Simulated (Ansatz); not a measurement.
A distorted cell of InAs (zinc blende):

```xyz
2
Lattice="0.0000 3.2500 3.2500 3.2500 0.0000 3.2500 3.2500 3.2500 0.0000" Properties=species:S:1:pos:R:3 pbc="T T T"
As     4.8751     4.8751     4.8751
In     0.0000     0.0000     0.0000
```

Method: PBE (plane waves to 420 eV, PAW, scalar-relativistic; Ansatz, a first-principles code). k mesh 9×9×9 (Γ-centred), Fermi-Dirac smearing 0.05 eV. E stands for the smeared free energy. Stress and pressure are positive under compression. At this level the bands of InAs touch or barely overlap; measurements give the solid a gap. InAs was relaxed with its symmetry unable to fall.

Q: Give the stress tensor in GPa and the pressure.

A: 
```
   -5.0      0.0      0.0
    0.0     -5.0      0.0
    0.0      0.0     -5.0
```
The pressure, a third of the trace, is -5.0 GPa.

Q: It is the relaxed cell scaled evenly to V/V₀ = 1.160, atoms relaxed where free. What is its energy relative to the relaxed cell?

A: 86 meV/atom.

(Under strain, the slope of the energy per volume gives the stress and its curvature an elastic modulus.)
